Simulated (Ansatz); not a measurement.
InP (NiAs type, P6_3/mmc) at seven volumes, PBE in the plane-wave PAW code Ansatz, shape and atoms relaxed at each. One row is withheld.

```tsv
V (Å³/atom)	P (GPa)
19.660	8.43
20.308	5.11
20.956	?
21.604	0.00
22.252	-1.95
22.900	-3.59
23.548	-4.95
```

**Question.** Fit the shown pressures and predict the withheld one.

**Answer.** P = (3/2)B₀(x^(7/2) − x^(5/2))[1 + (3/4)(B′ − 4)(x − 1)] with x = (V₀/V)^(2/3). Least squares on the six rows gives V₀ = 21.604 Å³/atom, B₀ = 70.9 GPa, B′ = 4.90. At V = 20.956, x = 1.0205 and P = 2.33 GPa. The run itself gave 2.32 GPa.

The start of the workflow was typed in or built on a structure type; neither database checked (COD, Materials Project) lists it. It is not the phase usual at ambient conditions (space group No. 216). The PBE relaxation kept the symmetry of its start; its stability against distortions is not shown here.

Potentials: the earlier of the program's two PAW sets.
